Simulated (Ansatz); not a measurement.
(111) slab cut from the bulk of Ag, Fm-3m (No. 225); the slab's formula is Ag:

```
Ag
1.0
     2.90208    0.00000    0.00000
    -1.45104    2.51327    0.00000
     0.00000    0.00000   24.47814
Ag
5
Direct
  0.66667 0.33333 0.30640
  0.33333 0.66667 0.40320
  0.00000 0.00000 0.50000
  0.66667 0.33333 0.59680
  0.33333 0.66667 0.69360
```

Level of theory: DFT r2SCAN, scalar-relativistic, plane waves, PAW in Ansatz 0.2.0. Cutoff 500 eV; k points 12×12×1 on the computed 5-atom cell (Γ-centred); Gaussian smearing, width 0.10 eV; no spin polarisation. The cell repeats along c with a dipole correction in the vacuum.

Question: What forces act on the atoms?

Answer:
```csv
atom,Fx (eV/Å),Fy (eV/Å),Fz (eV/Å)
Ag1,0.000,0.000,-0.010
Ag2,0.000,0.000,0.084
Ag3,0.000,0.000,0.000
Ag4,0.000,0.000,-0.084
Ag5,0.000,0.000,0.010
```

Cost: 1 run of about 0.82 core-minutes, on AMD EPYC 7R43 (Zen 3) (shared hosts).